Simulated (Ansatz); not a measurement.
The start is a generated cell, Sb built in the beta-W structure type. The cell and all atomic positions are relaxed at zero pressure with PBEsol (plane waves to 420 eV, PAW, scalar-relativistic; Ansatz, an electronic-structure program). The first steps use a coarse 6×6×6 k-mesh.

Initial structure:
```yaml
crystal:
  lattice:
    - [6.07679, 0.00000, 0.00000]
    - [0.00000, 6.07679, 0.00000]
    - [0.00000, 0.00000, 6.07679]
  atoms:
    - { symbol: Sb, position: [0.25000, 0.00000, 0.50000] }
    - { symbol: Sb, position: [0.75000, 0.00000, 0.50000] }
    - { symbol: Sb, position: [0.00000, 0.50000, 0.25000] }
    - { symbol: Sb, position: [0.00000, 0.50000, 0.75000] }
    - { symbol: Sb, position: [0.50000, 0.25000, 0.00000] }
    - { symbol: Sb, position: [0.50000, 0.75000, 0.00000] }
    - { symbol: Sb, position: [0.00000, 0.00000, 0.00000] }
    - { symbol: Sb, position: [0.50000, 0.50000, 0.50000] }
```

```json
{
  "outcome": "The space group stays Pm-3n (No. 223) (the run could not lower it), with 8 atoms in the primitive cell",
  "energy_released": "0.01 eV/atom",
  "volume_change": "-4.9 %, from 28.05 to 26.69 Å³/atom",
  "Shortest distances (start → end)": "The closest pairs of elements (up to four, under 3.6 Å), start → end: Sb–Sb 3.04 → 2.99 Å",
  "optimiser_moves": "5"
}
```

The end point of the relaxation:

Space group Pm-3n (No. 223); a = 5.977 Å, b = 5.977 Å, c = 5.977 Å, α = 90.00°, β = 90.00°, γ = 90.00°

```tsv
atom	site	symmetry	x	y	z
Sb	6c	-4m.2	0.0000	0.5000	0.2500
Sb	2a	m-3.	0.0000	0.0000	0.0000
```

Final values are on a 8×8×8 k-mesh of the relaxed cell. No spin polarisation in the result.

The run could not lose the symmetry of its start, so the end can be a saddle point.

All atoms sit on sites fixed by symmetry, so only the cell could relax.

The relaxed structure here is a generated cell of Sb: the first start was made by placing the elements on the sites of a structure type, and the end was not matched to a known phase here, so it may be hypothetical. Known forms of Sb include space group No. 166.
